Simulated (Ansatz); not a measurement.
A geometry of Ir away from equilibrium: the start of the relaxation of a relaxed Ir cell, doubled along one cell vector, shaken by Gaussian noise of σ = 0.08 Å a coordinate. The numbers are results of PBE (plane waves to 420 eV, PAW, scalar-relativistic; Ansatz, a first-principles code), not measurements. Γ-centred k-mesh 5×10×6 on the run's cell (coarser than for final values), Fermi–Dirac smearing 0.05 eV.

```xyz
6
Lattice="7.1588 0.0000 0.0000 -1.7897 3.0998 0.0000 0.0000 0.0000 5.2385" Properties=species:S:1:pos:R:3:forces:R:3 pbc="T T T" free_energy=-71605.111 pressure_GPa=4.4
Ir     1.7210     1.0840    -0.0416    0.8077   -1.1750    1.0518
Ir     5.4874     1.0016    -0.0407   -2.7692   -0.6446    1.8760
Ir     0.0242     1.9878     1.4547    0.0098    1.2268   -0.0056
Ir     3.7487     2.0885     1.4259   -0.5959   -0.5637    1.4155
Ir    -0.1592     2.0384     3.8129    2.0669    1.7085   -1.4624
Ir     3.5591     2.0278     3.9472    0.4807   -0.5520   -2.8754
```

Positions in Å, forces in eV/Å, free energy of the cell in eV (comparable only within this code, potentials and settings). Largest force: 3.41 eV/Å, on Ir2 (atoms numbered as listed); the geometry lies 0.51 eV/atom above the end of its relaxation.

No spin polarisation in the result.

The end of the path is a generated cell of Ir: the first start was made by a random draw of sites in a space group, and the end was not matched to a known phase here, so it may be hypothetical. Known forms of Ir include space group No. 225.
